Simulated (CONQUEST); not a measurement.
A self-consistent single point of TiO2 (I4_1/amd, 12 atoms in the cell; from Materials Project mp-390, changed as shown) with CONQUEST.

Method: PBE, numerical atomic orbitals double-zeta with polarisation (the shipped basis), PseudoDojo norm-conserving potentials made for PBE (CONQUEST).

The change in words: lattice vector c scaled by 1.02. Reference geometry (I4_1/amd):
```
CELL_PARAMETERS angstrom
      3.78254     0.00000     0.00000
      0.00000     3.78254     0.00000
      0.00000     0.00000     9.61502
ATOMIC_POSITIONS crystal
  Ti 0.00000 0.00000 0.00000
  Ti 0.00000 0.50000 0.25000
  Ti 0.50000 0.50000 0.50000
  Ti 0.50000 0.00000 0.75000
  O  0.00000 0.50000 0.45715
  O  0.00000 0.00000 0.20715
  O  0.50000 0.50000 0.29285
  O  0.00000 0.50000 0.04285
  O  0.50000 0.00000 0.95715
  O  0.50000 0.50000 0.70715
  O  0.00000 0.00000 0.79285
  O  0.50000 0.00000 0.54285
```

Reference input (self-consistent single point, DFT, PBE, numerical atomic orbitals double-zeta with polarisation (the shipped basis), PseudoDojo norm-conserving potentials made for PBE): basis = DZP; Diag.MPMeshX, Y, Z = 5 5 2; potentials = PseudoDojo norm-conserving PBE; Grid.GridCutoff = 140 Ha; DM.SolutionMethod = diagon; Diag.SmearingType = 1; Diag.kT = 0.000367 Ha; Diag.GammaCentred = true; Diag.MPOrder = 0; minE.SCTolerance = 1.0e-06; SC.MaxIters = 100; SC.LinearMixingFactor = 0.3. This run's input differs from it in these lines:

```diff
@@ -31,3 +31,3 @@
      0.000000000      7.147964655      0.000000000
-     0.000000000      0.000000000     18.169754483
+     0.000000000      0.000000000     18.533148817
 12
```

Log, with long lists cut:

```
    new_SC_potl: Starting.  Tolerance:  0.10000E-05

    PulayMixSC: Starting Pulay mixing, A_up =  0.300 A_dn =  0.300
    PulayMixSC: Spin non-polarised calculation.
          Harris-Foulkes Energy            :      -370.931274835724821 Ha
          (TS=0 as O(N) or entropic contribution is negligible)
          DFT Total Energy                 :      -368.800061519032681 Ha
          Total number of electrons        :        95.999999999992937
    PulayMixSC: Pulay iteration     1 residual:              0.71539E-02
          Harris-Foulkes Energy            :      -370.327767346309088 Ha
   [... lines left out ...]
          (TS=0 as O(N) or entropic contribution is negligible)
          DFT Total Energy                 :      -370.316422090994649 Ha
          Total number of electrons        :        96.000106089215592
    PulayMixSC: Pulay iteration     8 residual:              0.14176E-05
          Harris-Foulkes Energy            :      -370.316422156473664 Ha
          (TS=0 as O(N) or entropic contribution is negligible)
          DFT Total Energy                 :      -370.316422158365413 Ha
          Total number of electrons        :        96.000106100944890
    PulayMixSC: Pulay iteration     9 residual:              0.28913E-06
    PulayMixSC: Reached SCF tolerance of  0.28913E-06 after      9 iterations
      | Number of electrons      =        96.000106
      |* band energy as 2Tr[K.H] =       -90.667932382257106 Ha
      |  screened ion-ion energy =      -286.854383966161492 Ha
      |  Ha correction           =        -0.755713186154460 Ha
      |  XC correction           =         7.961601709198245 Ha
      |* Harris-Foulkes energy   =      -370.316422156473664 Ha
      |* DFT total energy        =      -370.316422158365413 Ha
      |  estimated accuracy      =         0.000000001891749 Ha

    force: Forces on atoms (Ha/a0)
    force:  Atom   X              Y              Z
    force:     1   0.0000000000  -0.0000000000  -0.0000000000
    force:     2   0.0000000000   0.0000000000   0.0000000000
   [... lines left out ...]
    force:    12   0.0000000000  -0.0000000000   0.0067950795

    force: Maximum force :        0.00679508(Ha/a0) on atom         9 in z direction
    force: Force Residual:        0.00554816 Ha/a0
    force: Total stress:         -2.78283109    -2.78283109     1.26721942 GPa
    force: Average pressure:      1.43281426 GPa

    force: Finished force
    get_E_and_F: Change in energy during last step of electronic optimisation:  0.94992E-08
```

The run converged in 9 iterations. CONQUEST prints the stress tensor with tension positive. Against the reference run the free energy drops by 3.0 meV/atom, the pressure goes from 5.35 to 1.43 GPa and the largest force goes from under 0.1 to 0.35 eV/Å.

The program uses no crystal symmetry, so grid and mesh can part values that symmetry would make equal. The atom-centred basis is finite, which shifts total energies, pressures and forces against plane waves. The structure comes from a collection of computed structures, made at another level of theory; the collection holds predicted forms beside known ones.

Cost on one core: very roughly 100 core-seconds.
